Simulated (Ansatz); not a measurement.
BN:
```yaml
crystal:
  lattice:
    - [1.24880, 0.72100, 3.29093]
    - [-1.24880, 0.72100, 3.29093]
    - [0.00000, -1.44199, 3.29093]
  atoms:
    - { symbol: B, position: [0.99967, 0.99967, 0.99967] }
    - { symbol: N, position: [0.33276, 0.33276, 0.33276] }
```

Tensor components refer to the Cartesian frame of this cell.

### Question
Give the proper piezoelectric stress tensor with relaxed ions from r²SCAN+D4 (plane waves, PAW; program Ansatz).

### Answer
In C/m², rows x, y, z, Voigt columns; mesh uncertainty up to 0.01.
```
 0.00   0.00   0.00   0.00   0.01   0.37
 0.37  -0.37   0.00   0.01   0.00   0.00
 0.04   0.04  -0.11   0.00   0.00   0.00
```

The elastic tensor of the same run (GPa):

```
 927   201  -1.5   3.6   0.0   0.0
 201   927  -1.5  -3.6   0.0   0.0
-1.5  -1.5  33.7   0.0   0.0   0.0
 3.6  -3.6   0.0   5.9   0.0   0.0
 0.0   0.0   0.0   0.0   5.9   3.6
 0.0   0.0   0.0   0.0   3.6   363
```

### Question
Convert to strain constants d = e·S.

### Answer
In pC/N:
```
 0.0   0.0   0.0   0.0   1.8   1.0
 0.5  -0.5   0.0   1.8   0.0   0.0
 0.0   0.0  -3.3   0.0   0.0   0.0
```

Space group R3m. The first step of the workflow began from a Materials Project structure, measured or hypothetical; the Crystallography Open Database copy checked does not list it. It is not the phase usual at ambient conditions (space group No. 186, 194, 216). The cell was relaxed with r²SCAN+D4 under the symmetry of its start; its stability against distortions is not shown here. Signs of piezoelectric constants follow the polarity of the cell as given.

Potentials: the earlier of the program's two PAW sets. The files were generated under PBE; for other functionals the program regenerates the frozen cores, and for LDA and PBEsol the local potential too.
